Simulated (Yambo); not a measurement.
Yambo run on Sc2Si2O7 (space group C2/m, No. 12). The wavefunctions are norm-conserving PBEsol (Quantum ESPRESSO, 84 Ry, no spin-orbit coupling) ones on a 2×2×4 mesh (36 occupied bands); a = 5.363 Å, b = 5.363 Å, c = 4.691 Å, α = 97.70°, β = 97.70°, γ = 105.12°.

Yambo input:

```
rim_cut
HF_and_locXC
RandQpts= 1000000
RandGvec= 1 Ry
EXXRLvcs= 84 Ry
VXCRLvcs= 336 Ry
% QPkrange
 1 | 1 | 36 | 37 |
 3 | 3 | 36 | 37 |
 4 | 4 | 36 | 37 |
 6 | 6 | 36 | 37 |
 7 | 7 | 36 | 37 |
 9 | 9 | 36 | 37 |
%
```

k points by index: 1 = Γ, 3 = (0, 0, -0.5), 4 = (0, -0.5, 0), 6 = (0, -0.5, -0.5), 7 = (-0.5, -0.5, 0), 9 = (-0.5, -0.5, -0.5).

Resulting energies as the program prints them:

```
#    K-point    Band    Eo [eV]    Ehf [eV]    Vxc [eV]    Vnlxc [eV]
#
    1    36    0.000000    -5.597895    -19.77478    -25.37267
    1    37    4.825049    11.70227    -14.91336    -8.036140
    3    36    -0.061689    -5.591851    -19.56707    -25.09723
    3    37    5.021439    13.09516    -17.75165    -9.677929
    4    36    -0.321335    -5.946862    -19.59498    -25.22051
    4    37    4.787067    12.58166    -17.37609    -9.581503
    6    36    -0.129544    -5.718371    -19.91679    -25.50561
    6    37    4.910856    12.87745    -17.60277    -9.636175
    7    36    -0.190117    -5.747353    -19.44047    -24.99771
    7    37    4.348846    11.89081    -16.47275    -8.930779
    9    36    -0.186131    -5.781240    -19.50487    -25.09998
    9    37    4.678415    12.59923    -17.45249    -9.531671
```
Exchange alone, without screening.

Geometry of the Materials Project entry, not relaxed at this level.
